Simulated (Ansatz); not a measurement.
## Se (bcc): energy against volume

Level of theory: DFT, r2SCAN, plane waves (500 eV) with PAW, scalar-relativistic in Ansatz. (PAW data from PBE, frozen cores regenerated.)

The cell is scaled uniformly from the relaxed one, with fractional coordinates and shape fixed. Energies are extrapolated to zero smearing, pressures are those at the given smearing. Magnetic state: spin not included.

A Birch-Murnaghan fit gives V₀ = 20.36 Å³/atom, B₀ = 74 GPa, B₀′ = 4.4.

(1) What are the energy above the minimum and the pressure at 19.443 Å³/atom?

(2) What are the energy above the minimum and the pressure at 21.874 Å³/atom?

(3) What are the energy above the minimum and the pressure at 22.684 Å³/atom?

Results:

(1) 10.3 meV/atom and 3.84 GPa as computed.

(2) 23.0 meV/atom and -4.52 GPa as computed.

(3) 50.6 meV/atom and -6.29 GPa as computed.
